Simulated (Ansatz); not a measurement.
Li2BrCl as one 4-atom ordering (R-3m) on the rocksalt lattice, relaxed with r2SCAN: 8 runs in Ansatz, each a construction of maximally localised Wannier functions. The symmetry is R-3m (No. 166, trigonal); a = 3.752 Å, c = 18.349 Å in the conventional setting, 18.64 Å³ an atom. Around Cl lie 6 Li at 2.61 Å; around Br lie 6 Li at 2.70 Å; around Li lie 3 Cl at 2.61 Å and 3 Br at 2.70 Å. Computed, not measured; no magnetism was allowed, and whether the structure is a known phase isn't checked.

```xyz
4
Lattice="1.8761 1.0831 6.1164 -1.8761 1.0831 6.1164 0.0000 -2.1663 6.1164" Properties=species:S:1:pos:R:3 pbc="T T T"
Cl    1.8761    1.0831    6.1164
Br    0.0000    0.0000    9.1746
Li    0.0000    0.0000    4.6673
Li    0.0000    0.0000   13.6819
```

Windows count from the top of the filled bands; a dash means that no such window was set (without an outer window there is no disentanglement). Rows marked drawn have settings drawn at random (some not listed).

```
functional  SCF mesh          trial orbitals  functions   mesh  window (eV)  frozen (eV)  settings  Ω total (Å²)  Ω invariant (Å²)  largest spread (Å²)  least projectability  interpolation miss of the model's filled bands (eV, to the nearest computed level)
       PBE     6×6×6  Cl s, Cl p, Br s, Br p          8  6×6×6            –            –    chosen          9.21              7.48                 1.27                  0.98                                                                               0.008
       PBE     6×6×6  Cl s, Cl p, Br s, Br p          8  4×4×4            –            –    chosen          8.89              7.18                 1.24                  0.98                                                                               0.045
       PBE     6×6×6  Cl s, Cl p, Br s, Br p          8  8×8×8            –            –    chosen          9.33              7.59                 1.29                  0.98                                                                               0.002
       PBE     6×6×6              Cl p, Br p          6  6×6×6            –            –    chosen          9.16              9.13                 1.71                  0.95                                                                               0.008
    r2SCAN     6×6×6  Cl s, Cl p, Br s, Br p          8  6×6×6            –            –    chosen          9.00              7.26                 1.24                  0.98                                                                               0.006
    r2SCAN     6×6×6              Cl p, Br p          6  6×6×6            –            –    chosen          8.95              8.92                 1.67                  0.95                                                                               0.006
     HSE06     6×6×6  Cl s, Cl p, Br s, Br p          8  6×6×6            –            –    chosen          9.02              7.28                 1.25                  0.98                                                                                   –
       PBE     6×6×6              Cl p, Br p          6  4×4×4            –            –     drawn          8.80              8.75                 1.67                  0.95                                                                               0.041
```

A dash in the last column means that the miss wasn't evaluated.

For Cl s, Cl p, Br s, Br p with PBE the spread goes 8.89 Å² (4×4×4), 9.21 Å² (6×6×6), 9.33 Å² (8×8×8): finite differences on a coarse mesh understate it.

The runs are scalar-relativistic, without spin-orbit coupling.
